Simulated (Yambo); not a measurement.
Yambo run on TiZnO3 (space group R-3, No. 148). The wavefunctions are norm-conserving PBEsol (Quantum ESPRESSO, 84 Ry, without SOC) ones on a 2×2×2 mesh (50 occupied bands); a = 5.551 Å, b = 5.551 Å, c = 5.551 Å, α = 55.04°, β = 55.04°, γ = 55.04°.

Yambo input:

```
rim_cut
gw0
dyson
el_el_corr
HF_and_locXC
ppa
em1d
RandQpts= 1000000
RandGvec= 1 Ry
EXXRLvcs= 84 Ry
VXCRLvcs= 336 Ry
Chimod= "HARTREE"
% BndsRnXp
 11 | 104 |
%
NGsBlkXp= 7 Ry
% LongDrXp
 1.0 | 1.0 | 1.0 |
%
PPAPntXp= 27.2114 eV
% GbndRnge
 1 | 185 |
%
GTermKind= "BG"
DysSolver= "n"
ExtendOut
% QPkrange
 3 | 3 | 50 | 51 |
%
```

k points by index: 3 = F.

Resulting energies as the program prints them:

```
#    K-point    Band    Eo [eV]    E [eV]    E-Eo [eV]    Vxc [eV]    Vnlxc [eV]    Sc|Eo [eV]    Sc|E [eV]    dSc/dw|Eo [eV]    Re(Z)    Im(Z)
#
    3    50    0.000000    -0.412096    -0.412096    -21.63084    -26.88316    4.715542    4.840217    -8.229608    0.767791    -0.001458
    3    51    3.267407    4.816267    1.548860    -19.85920    -12.45501    -5.395686    -5.855326    -8.074316    0.771170    -0.001580
```
(The two width columns are left out.) Convergence of these settings isn't established.

Geometry of the Materials Project entry, not relaxed at this level.

The structure is a Materials Project entry; no match was found in the copy of COD used, and its stability was not checked.
